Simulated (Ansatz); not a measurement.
Values for one crystal, relaxed and computed with r²SCAN (plane waves, PAW; program Ansatz); other levels are named.

| Item | Result |
|---|---|
| Volume per atom | 19.09 Å³ |
| Band gap | 1.37 eV (indirect) |
| Valence-band maximum | at Γ |
| Formation energy from the elements (no fitted shifts) | -88 kJ/mol of atoms |
| Conduction-band minimum | on the K–Γ line, 48 % of the way from K (6 equivalent valleys) |
| Smallest direct gap on the standard path | 1.88 eV |

Task: Pick the material that matches.
A) Li2O, anti-fluorite
B) WS2, P6_3/mmc (W on 2c, S on 4f)
C) MgSe, rock salt
D) LiF, rock salt

Result: B, WS2, P6_3/mmc (W on 2c, S on 4f)

The r²SCAN relaxation kept the symmetry of its start. The run is not spin-polarised. A crystal of weakly bound layers computed without a dispersion correction: the cell and the soft elastic constants depend strongly on that. The references are the lowest solids computed at this level, not always the standard phases. Scalar-relativistic: spin–orbit coupling is off unless named, which matters more the heavier the elements.

Potentials: the later of the program's two PAW sets.
